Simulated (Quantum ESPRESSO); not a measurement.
```cif
data_Al4N4
_chemical_formula_sum 'N4 Al4'
_space_group_name_H-M_alt 'F-43m'
_space_group_IT_number 216
_space_group_name_Hall 'F -4 2 3'
_cell_length_a 4.36799
_cell_length_b 4.36799
_cell_length_c 4.36799
_cell_angle_alpha 90.000
_cell_angle_beta 90.000
_cell_angle_gamma 90.000
loop_
_atom_site_label
_atom_site_type_symbol
_atom_site_symmetry_multiplicity
_atom_site_Wyckoff_symbol
_atom_site_fract_x
_atom_site_fract_y
_atom_site_fract_z
_atom_site_occupancy
N1 N 4 d 0.75000 0.75000 0.75000 1
Al1 Al 4 a 0.00000 0.00000 0.00000 1
```
(The calculation used a cell of 2 atoms; values per cell refer to that cell.)

The geometry is that of Materials Project entry mp-1700, symmetrised and not relaxed again.

### Question
What does PBE (pw.x of Quantum ESPRESSO, ONCV potentials, without SOC) give for the electronic structure near the Fermi level?

### Answer
The PBE gap is indirect, 3.32 eV, from Γ to X; the smallest direct gap is 4.19 eV. 

This is not the ordinary phase of the substance; no match was found in the copy of COD used, and its stability was not checked.
